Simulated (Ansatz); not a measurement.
Relaxed-ion elastic tensor of NaF in space group P6_3/mmc (No. 194; Na on 2d, F on 2c) in GPa (Voigt order), DFT-r²SCAN in the program Ansatz with PAW potentials; density 2.36 g/cm³, 14.75 Å³ per atom.

```tsv
	1	2	3	4	5	6
1	55.5	47.4	18.3	0.0	0.0	0.0
2	47.4	55.5	18.3	0.0	0.0	0.0
3	18.3	18.3	106	0.0	0.0	0.0
4	0.0	0.0	0.0	23.4	0.0	0.0
5	0.0	0.0	0.0	0.0	23.4	0.0
6	0.0	0.0	0.0	0.0	0.0	4.0
```

Problem. Is the crystal mechanically stable?

Solution. Yes: the smallest eigenvalue of C is 4.0 GPa.

Problem. Work out the Voigt, Reuss and Hill averages.

Solution. K_V = 42.8, K_R = 42.4, K_H = 42.6; G_V = 19.1, G_R = 8.3, G_H = 13.7 GPa.

Problem. Give Young's modulus, Poisson's ratio, Pugh's ratio and the universal anisotropy index.

Solution. E = 9KG/(3K + G) = 37.0 GPa; ν = 0.36; K/G = 3.12 (ductile by the Pugh limit of 1.75); A_U = 5G_V/G_R + K_V/K_R − 6 = 6.56.

Problem. Estimate the sound speeds and the Debye temperature.

Solution. v_l = √((K + 4G/3)/ρ) = 5070 m/s, v_t = √(G/ρ) = 2400 m/s, mean 2700 m/s; Θ = (h/k)(3n/4πV)^(1/3) v_m = 328 K.

Problem. Solve the Christoffel equation for the three sound speeds along x, y, z.

Solution. Eigenvalues of C_ijkl n_j n_l equal ρv². In km/s, slowest first: x 1.31, 3.15, 4.85; y 1.31, 3.15, 4.85; z 3.15, 3.15, 6.71.

Problem. How much does each axis shrink under pressure?

Solution. Linear compressibilities β_i = Σ_j S_ij (j = 1 to 3): x 8.6, y 8.6, z 6.5 per TPa.

The start of the workflow was typed in or built on a structure type; neither database checked (COD, Materials Project) lists it. It is not the phase usual at ambient conditions (space group No. 225). The r²SCAN relaxation kept the symmetry of its start; its stability against distortions is not shown here.

Potentials: the later of the program's two PAW sets.
